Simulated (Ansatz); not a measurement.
Problem. Each is relaxed and computed with r²SCAN (plane waves, PAW; program Ansatz). Which is the only one with a gap?
(A) BP, CsCl type
(B) InMo2C, P6_3/mmc (In on 2d, Mo on 4f, C on 2a)
(C) P2W, C2/m (P on 4i, P on 4i, W on 4i)
(D) InP, P6_422 (In on 3c, P on 3d)

Solution. D, InP, P6_422 (In on 3c, P on 3d). InP: gap 0.41 eV; InMo2C: metal; BP: metal; P2W: metal. Typed or built starts, not in the databases checked: InP, P6_422 (In on 3c, P on 3d); InMo2C, P6_3/mmc (In on 2d, Mo on 4f, C on 2a); BP, CsCl type. Not the usual ambient phase: InP, P6_422 (In on 3c, P on 3d); BP, CsCl type. Standing as an ambient phase not checked: P2W, C2/m (P on 4i, P on 4i, W on 4i). Unstable at this level: BP, CsCl type. All cells were relaxed under the symmetry of their starts (and spin orders); stability against distortions was not tested throughout. Rows with no word on spin ran without spin polarisation. Spin–orbit coupling is left out wherever it is not named.

Potentials: the earlier of the program's two PAW sets.
